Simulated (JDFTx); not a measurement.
System: Pt(110) (Fm-3m bulk; lattice of mp-126, not re-optimised at this level), 1x1 cell of 8 atoms in 8 planes, area 10.99 Å² a face, 9.6 Å between the outermost planes in a cell 25.8 Å high; k mesh 8×6×1, Fermi width 0.01 Ha, no spin polarisation.

Profiles through the double layer of this slab, charged, in linear PCM (GLSSA13), water, 0.5 M NaCl; PBE, GBRV ultrasoft potentials, plane waves to 20/100 Ha, JDFTx (a modified build). z is the height above the outermost atoms, φ the plane-averaged electrostatic potential energy of an electron (zero in the bulk liquid), ρ_b the bound charge of solvent and ions, s the cavity shape function (0 in the solid, 1 in the liquid).

| z (Å) | n (e/Å³) | s | φ (eV) | ρ_b (10⁻³ e/Å³) |
|---|---|---|---|---|
| 0.96 | 0.1470 | 0.00 | -1.517 | -0.81 |
| 1.42 | 0.0316 | 0.01 | -0.990 | -6.88 |
| 1.88 | 0.0070 | 0.15 | -0.201 | -12.23 |
| 2.34 | 0.0017 | 0.73 | -0.090 | -0.90 |
| 2.80 | 0.0004 | 1.00 | -0.080 | 0.45 |
| 3.26 | 0.0001 | 1.00 | -0.072 | 0.12 |
| 3.73 | 0.0000 | 1.00 | -0.064 | 0.02 |
| 4.19 | 0.0000 | 1.00 | -0.058 | -0.01 |
| 4.65 | 0.0000 | 1.00 | -0.052 | -0.01 |
| 5.11 | 0.0000 | 1.00 | -0.047 | -0.01 |
| 5.57 | 0.0000 | 1.00 | -0.042 | -0.01 |
| 6.03 | 0.0000 | 1.00 | -0.038 | -0.01 |
| 6.49 | 0.0000 | 1.00 | -0.034 | -0.01 |
| 6.95 | 0.0000 | 1.00 | -0.030 | -0.01 |
| 7.41 | 0.0000 | 1.00 | -0.027 | -0.01 |
| 7.87 | 0.0000 | 1.00 | -0.025 | -0.01 |

### Question
Is the electrode positively or negatively charged, and roughly by how much?

### Answer
Positively: σ = 15.0 μC/cm² per face. The liquid's bound charge is of the opposite sign overall, and far from the surface φ decays with the screening length (4.3 Å).
